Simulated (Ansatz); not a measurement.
The relaxed structure here is a generated cell of Ti2AlC: the first start was made by placing the elements on the sites of a structure type, and the end was not matched to a known phase here, so it may be hypothetical.

One starting cell of Ti₂AlC (a generated cell, Ti2AlC placed in the AFLOW prototype ABC2_tP4_123_d_a_f (as in CaCuO2)) was relaxed twice with Ansatz (plane waves, PAW, scalar-relativistic): with PBEsol at 420 eV and with PBE at 420 eV. The PBEsol result:

Space group P4/mmm (No. 123); a = 4.1539 Å, b = 4.1539 Å, c = 3.5959 Å, α = 90.00°, β = 90.00°, γ = 90.00°

```tsv
atom	site	symmetry	x	y	z
Al	1d	4/mmm	0.5000	0.5000	0.5000
C	1a	4/mmm	0.0000	0.0000	0.0000
Ti	2f	mmm.	0.0000	0.5000	0.0000
```

```json
[
 {"quantity": "space group", "PBEsol": "P4/mmm", "PBE": "P4/mmm"},
 {"quantity": "volume (Å³/atom)", "PBEsol": "15.51", "PBE": "(withheld)"},
 {"quantity": "a (Å)", "PBEsol": "4.154", "PBE": "(withheld)"},
 {"quantity": "c (Å)", "PBEsol": "3.596", "PBE": "(withheld)"},
 {"quantity": "gap (eV, no spin-orbit coupling)", "PBEsol": "0.00", "PBE": "(withheld)"}
]
```

### Question
Fill in the PBE column.

### Answer

- volume (Å³/atom), PBE: 16.05
- a (Å), PBE: 4.185
- c (Å), PBE: 3.666
- gap (eV, no spin-orbit coupling), PBE: 0.00

Both levels end in the same structure; PBE's volume is 3.5 % larger. Neither column is exact.

No spin polarisation in the result. The relaxed primitive cell holds an odd number of electrons. A magnetic state may lie lower.

The run could not lose the symmetry of its start, so the end can be a saddle point.

All atoms sit on sites fixed by symmetry, so only the cell could relax.

Ansatz is a program for electronic structure.
